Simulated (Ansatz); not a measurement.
Notes on Ba₂MoH₆Se

```yaml
crystal:
  lattice:
    - [0.00000, 5.85190, 0.00000]
    - [5.85190, 0.00000, 0.00000]
    - [2.92595, 2.92595, -4.15248]
  atoms:
    - { symbol: Se, position: [0.50000, 0.50000, 0.00000] }
    - { symbol: H, position: [0.23200, 0.23200, 0.53600] }
    - { symbol: H, position: [0.76800, 0.76800, 0.46400] }
    - { symbol: Mo, position: [0.00000, 0.00000, 0.00000] }
    - { symbol: Ba, position: [0.75000, 0.25000, 0.50000] }
    - { symbol: Ba, position: [0.25000, 0.75000, 0.50000] }
    - { symbol: H, position: [0.23410, 0.23410, 0.00000] }
    - { symbol: H, position: [0.23410, 0.76590, 0.00000] }
    - { symbol: H, position: [0.76590, 0.76590, 0.00000] }
    - { symbol: H, position: [0.76590, 0.23410, 0.00000] }
```

The numbers come from plane-wave PAW DFT (Ansatz): m-r2SCAN, no spin polarisation, 500 eV, 8×8×8 Γ-centred k points, gaussian occupations (width 0.0398 eV). Nothing was relaxed.

Which atom feels the largest force, and which way?

The largest is on H2 (and as large on other atoms): 1.03 eV/Å, components (0.00, 0.00, -1.03). It makes 0° with the line to a nearest neighbour, Mo4 at 1.93 Å, pointing towards it.

What happens at the Fermi level?

It is a metal, with about 14 states/eV a cell as the mean within 0.25 eV of the Fermi level, mostly Mo d (66 %) and Se p (14 %).

How is the charge shared?

Bader charges in e: Ba +1.37, Mo +0.61, H -0.48, Se -0.44. In the mean Ba gives up most and H takes most.

What do density and ELF say about some of the short contacts?

H–Mo at 1.93 Å: least valence density 0.51 e/Å³ and ELF 0.41 there. Se–H at 2.20 Å: least valence density 0.28 e/Å³ and ELF 0.40 there. Ba–H at 2.93 Å: least valence density 0.09 e/Å³ and ELF 0.07 there. Both are smooth PAW fields, read partly inside the augmentation spheres.

Origin: a known structure type with other elements, at an estimated volume, so it need not be a known compound. Caveats: many states at the Fermi level without spin polarisation, so a magnetic state may lie lower; the Fermi level lies in a narrow band between gaps, which spin or distortion may split; m-r2SCAN is r2SCAN with a changed spin dependence that lowers moments.
